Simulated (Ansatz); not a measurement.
## Cu2O: from a starting cell to a relaxed one

The start is a generated cell, Cu2O placed in the AFLOW prototype A2B_cF24_227_d_a (C15, as in MgCu2). The cell and all atomic positions are relaxed at zero pressure with r2SCAN (plane waves to 500 eV, PAW, scalar-relativistic; Ansatz, an electronic-structure program). The first steps use a coarse 7×7×7 k-mesh.

Initial structure:
```
CELL_PARAMETERS angstrom
      0.00000     2.93603     2.93603
      2.93603     0.00000     2.93603
      2.93603     2.93603     0.00000
ATOMIC_POSITIONS crystal
  Cu 0.12500 0.12500 0.12500
  Cu 0.62500 0.12500 0.12500
  Cu 0.12500 0.62500 0.12500
  Cu 0.12500 0.12500 0.62500
  O  0.75000 0.75000 0.75000
  O  0.50000 0.50000 0.50000
```

| Item | Result |
|---|---|
| Outcome | The space group stays Fd-3m (No. 227) (the run could not lower it); the end is cubic Laves (MgCu2 type), with 6 atoms in the primitive cell |
| Energy released | 0.61 eV/atom |
| Band gap at the end | no gap (metallic) |
| Optimiser moves | 6 |

Relaxed structure:

```cif
data_Cu16O8
_chemical_formula_sum 'Cu16 O8'
_space_group_name_H-M_alt 'Fd-3m :1'
_space_group_IT_number 227
_space_group_name_Hall 'F 4d 2 3 -1d'
_cell_length_a 6.51933
_cell_length_b 6.51933
_cell_length_c 6.51933
_cell_angle_alpha 90.000
_cell_angle_beta 90.000
_cell_angle_gamma 90.000
loop_
_atom_site_label
_atom_site_type_symbol
_atom_site_symmetry_multiplicity
_atom_site_Wyckoff_symbol
_atom_site_fract_x
_atom_site_fract_y
_atom_site_fract_z
_atom_site_occupancy
Cu1 Cu 16 c 0.12500 0.12500 0.12500 1
O1 O 8 b 0.50000 0.50000 0.50000 1
```
(The calculation used a cell of 6 atoms; values per cell refer to that cell.)

Final values are on a 12×12×12 k-mesh of the relaxed cell. No spin polarisation in the result. The d or f electrons are treated with no Hubbard U.

The run could not lose the symmetry of its start: the end is stationary, and may be a saddle point rather than a minimum.

All atoms sit on sites fixed by symmetry, so only the cell could relax.

The relaxed structure here is a generated cell of Cu2O: the first start was made by placing the elements on the sites of a structure type, and the end was not matched to a known phase here, so it may be hypothetical. Known forms of Cu2O include space group No. 224.
